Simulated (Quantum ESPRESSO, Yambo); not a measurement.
**G0W0 results for MoF$_{6}$**

```
CELL_PARAMETERS angstrom
     -3.16735     3.16735     3.16735
      3.16735    -3.16735     3.16735
      3.16735     3.16735    -3.16735
ATOMIC_POSITIONS crystal
  F  0.71067 0.71067 0.00000
  F  0.28933 0.28933 0.00000
  F  0.00000 0.71067 0.71067
  F  0.00000 0.28933 0.28933
  F  0.71067 0.00000 0.71067
  F  0.28933 0.00000 0.28933
  Mo 0.00000 0.00000 0.00000
```

The geometry is that of Materials Project entry mp-558836, symmetrised and not relaxed again.

Starting point: LDA (pw.x of Quantum ESPRESSO, ONCV potentials, scalar-relativistic). G0W0 in Yambo: 2×2×2 Γ-centred k mesh, bands 2 to 187 and a 7 Ry block in the screening, 187 bands in G with the Bruneval-Gonze terminator, plasmon pole fitted at 27.2 eV.

```json
{
  "LDA gap along the band path": "4.27 eV",
  "LDA gap between the mesh's edge points (Γ → N)": "4.29 eV",
  "G0W0 gap between the same points": "8.66 eV",
  "LDA smallest direct gap on the mesh (at N)": "4.37 eV",
  "G0W0 direct gap at that point": "8.74 eV"
}
```

```json
[
 {"k point": "Γ", "band": "VB", "E LDA (eV)": "0.00", "E QP (eV)": "-1.92", "shift (eV)": "-1.92", "Z": "0.78"},
 {"k point": "Γ", "band": "CB", "E LDA (eV)": "4.41", "E QP (eV)": "6.89", "shift (eV)": "2.48", "Z": "0.83"},
 {"k point": "N", "band": "VB", "E LDA (eV)": "-0.08", "E QP (eV)": "-2.00", "shift (eV)": "-1.92", "Z": "0.78"},
 {"k point": "N", "band": "CB", "E LDA (eV)": "4.29", "E QP (eV)": "6.74", "shift (eV)": "2.45", "Z": "0.83"}
]
```

Energies count from the LDA valence-band maximum.

Nearest settings tried, and what they do to the gap: 147 bands in W, 147 bands in G: +34 meV; 6 Ry block (225 vectors against 321): +51 meV. Not varied: mesh. So the settings aren't converged at that level. The k mesh is coarse.

Spin-orbit splittings are left out.

The structure is a Materials Project entry; no match was found in the copy of COD used, and its stability was not checked.
